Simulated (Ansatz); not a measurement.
Question: Name crystals whose computed values (LDA in the plane-wave PAW code Ansatz) fall in these windows: electron conductivity mass (mₑ) 0.31 to 0.40; gap (eV) 0.91 to 1.2; ε∞ 12 to 17.

Answer: 

```
crystal                                    electron conductivity mass (mₑ)  gap (eV)    ε∞
-----------------------------------------  -------------------------------  --------  ----
BiTeI, P3m1 (Bi on 1a, Te on 1c, I on 1b)                             0.33      1.01  14.4
```
Others may fit too.

Standing as an ambient phase not checked: BiTeI, P3m1 (Bi on 1a, Te on 1c, I on 1b). Weakly bound layers, chains or molecules computed without a dispersion correction, so cells and soft constants are ill determined: BiTeI, P3m1 (Bi on 1a, Te on 1c, I on 1b). The cell was relaxed under the symmetry of its start. Scalar-relativistic: spin–orbit coupling is off unless named, which matters more the heavier the elements.

Potentials: the later of the program's two PAW sets.
